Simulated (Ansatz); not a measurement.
Values for one crystal, relaxed and computed with plane-wave PAW LDA (Ansatz code); other levels are named.

```yaml
volume_per_atom: 17.17 Å³
electronic_character: metallic (no gap)
Pressure derivative B′: 4.1
Formation energy from the elements (no fitted shifts): -0.93 eV/atom
Bulk modulus (Birch–Murnaghan fit): 114 GPa
highest_zone_centre_frequency: 404 cm⁻¹
zone_centre_stability: no imaginary mode at Γ
```

**Question.** Which of these materials gives this?
A. ScSi, Cmcm (Sc on 4c, Si on 4c)
B. Sn2PbSe3, P-3m1 (Sn on 2d, Pb on 1a, Se on 2d, Se on 1b)
C. ZnHgTe2, R3m (Zn on 3a, Hg on 3a, Te on 3a, Te on 3a)
D. VN, rock salt

**Answer.** A, ScSi, Cmcm (Sc on 4c, Si on 4c)

The workflow started from a Materials Project entry (that database holds measured and hypothetical structures alike); the Crystallography Open Database copy checked does not list it. Whether it is the stable phase at ambient conditions was not checked. Symmetry was held in the LDA relaxation. No spin polarisation was allowed. As this level gives no gap, phonon frequencies hold no LO–TO term and depend on the k-mesh and smearing (Fermi–Dirac, 0.1 eV here). The references are the lowest solids computed at this level, not always the standard phases.

Potentials: the later of the program's two PAW sets.
